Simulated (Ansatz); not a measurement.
Profile along the N–Ti line in TiN (rock salt)

TiN (rock salt)

```xyz
2
Lattice="0.0000 2.1235 2.1235 2.1235 0.0000 2.1235 2.1235 2.1235 0.0000" Properties=species:S:1:pos:R:3 pbc="T T T"
N      0.0000     0.0000     0.0000
Ti     2.1235     2.1235     2.1235
```

Fields along a shortest N–Ti line of a {110} plane (2.12 Å), from N to Ti, interpolated on the slice's grid (step about 0.2 Å). All values below come from PBE (plane waves to 420 eV, PAW, scalar-relativistic; Ansatz, a program for electronic structure). k mesh 19×19×19. These are valence fields of a PAW run, semicore shells included where kept as valence: close to a nucleus they are smooth pseudo fields. TiN is run without spin polarisation. TiN was relaxed with its symmetry unable to fall.

| distance from N (Å) | valence electron density (e/Å³) | electron localisation function |
|---|---|---|
| 0.00 | 3.53 | x |
| 0.11 | 3.59 | x |
| 0.21 | 3.59 | x |
| 0.32 | 3.34 | x |
| 0.42 | 2.79 | 0.67 |
| 0.53 | 2.08 | 0.79 |
| 0.64 | 1.46 | 0.81 |
| 0.74 | 1.02 | 0.78 |
| 0.85 | 0.74 | 0.65 |
| 0.95 | 0.57 | 0.41 |
| 1.06 | 0.50 | 0.19 |
| 1.17 | 0.57 | 0.19 |
| 1.27 | 0.82 | 0.23 |
| 1.38 | 1.51 | 0.42 |
| 1.48 | 2.89 | 0.59 |
| 1.59 | 4.79 | 0.61 |
| 1.70 | 6.80 | 0.54 |
| 1.80 | 8.49 | x |
| 1.91 | 9.58 | x |
| 2.01 | 10.05 | x |
| 2.12 | 10.14 | x |

x: too close to a nucleus for the ELF to mean much.

Density on the N–Ti line (2.12 Å) at its midpoint: 0.50 e/Å³. ELF at that point: 0.19.
